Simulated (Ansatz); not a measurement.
## Structures of Rb₂Cd: which is lowest?

Plane-wave DFT in Ansatz with scalar-relativistic PAW potentials, cutoff 420 eV, Γ-centred meshes chosen by cell and gap, Gaussian smearing with energies taken to zero width. Every cell was relaxed (cell and atoms) in a run of its own, within the symmetry of its start. Functional: PBE.

Relaxed structures (starts from databases or built by putting these elements on another compound's sites):
A. P4/nmm, 6 atoms in the computed cell, a = 5.940 Å, c = 10.232 Å; sites (symmetry × multiplicity) Rb -4m2 × 2 + 4mm × 2, Cd 4mm × 2; start: built
B. Fd-3m, 6 atoms in the computed cell, a = 12.100 Å; sites (symmetry × multiplicity) Rb .-3m × 16, Cd -43m × 8; start: built

Problem. Rank them by energy. Could pressure change the order?

Solution.
| structure | group | E − E(lowest) (meV/atom) | V (Å³/atom) | gap on mesh (eV) |
| --- | --- | --- | --- | --- |
| A | P4/nmm | 0.0 | 60.17 | 0.00 |
| B | Fd-3m | 240 | 73.81 | 0.00 |

A is lowest, 240 meV/atom under B. The lowest is also the densest of these, so pressure wouldn't bring one of the others in at first order. Other structures may lie lower than all of these, and vibrations aren't counted.